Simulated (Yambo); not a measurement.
Material: LiNO3 (space group R-3c, No. 167); a = b = c = 5.6283 Å, α = β = γ = 48.85° (10 atoms in the cell). The geometry is that of Materials Project entry mp-8180, symmetrised and not relaxed again.

With norm-conserving PBEsol (Quantum ESPRESSO, 84 Ry, without SOC), the gap between the mesh's edge points (F → (0.25, 0.25, 0.25)) is 3.053 eV.

Problem. Estimate the G0W0 gap between the same points from Yambo (4×4×4 Γ-centred k mesh, bands 3 to 109 and a 6 Ry block in the screening, 109 bands in G with the Bruneval-Gonze terminator, plasmon pole fitted at 27.2 eV).

Solution. The correction is 3.985 eV, giving 7.039 eV, 2.3 times the PBEsol value.  Nearest settings tried, and what they do to the gap: 59 bands in W: +140 meV; 5 Ry block (127 vectors against 163): +43 meV. Not varied: bands in G, mesh. So the settings aren't converged at that level. 

The structure is a Materials Project entry; no match was found in the copy of COD used, and its stability was not checked.
